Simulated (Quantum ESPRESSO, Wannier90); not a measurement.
## Tight-binding from DFT: SnS2 (P6₃mc)

```xyz
6
Lattice="3.6758 0.0000 0.0000 -1.8379 3.1834 0.0000 0.0000 0.0000 12.3390" Properties=species:S:1:pos:R:3 pbc="T T T"
Sn     1.8379    -1.0611    -4.6270
Sn    -1.8379     1.0611     1.5425
S     -1.8379     1.0611    -3.1662
S      1.8379    -1.0611     3.0033
S      0.0000     0.0000     0.0813
S      0.0000     0.0000    -6.0882
```

Materials Project entry mp-9984; symmetrised, unrelaxed at this level. Not found in the COD (Crystallography Open Database) copy used, which has the formula in other groups; not checked further. Level: PBEsol, spinors with spin-orbit coupling; pw.x of Quantum ESPRESSO at 58 Ry with PseudoDojo potentials, 4×4×4 k-points, Wannier90. Density: 12×12×4 mesh, cold smearing 0.01 Ry. The cell is built of weakly bound layers, chains or molecules, whose nearest atoms lie 3.88 Å apart. Database cells relaxed without dispersion often hold them too far apart, which can enlarge gaps and weakens couplings between them; spacing and stacking were not compared with the measured crystal.

Bands 21-28 form an isolated set from -13.57 to -10.92 eV relative to the valence-band maximum (on the path) and are turned into 8 Wannier functions by minimising the spread from the start: atomic waves S 3s.

**Question.** Where do the functions sit, how wide are they and what are they made of?

**Answer.** 
| functions | spread (Å²) | nearest atom, distance (Å) | second atom, distance (Å) | weight on atomic waves |
|---|---|---|---|---|
| 8 | 1.40 | S 0.24 | Sn 2.45 | S 3s 74 %, Sn 5p 16 %, Sn 5s 7 % |

Ω_I = 11.16 Å², Ω_total = 11.24 Å²; the interpolated bands follow pw.x to 10 meV rms on the path. Only this start was tried; a symmetric start can stop on a saddle, and mixtures of these functions could lower the total by at most Ω_total − Ω_I.
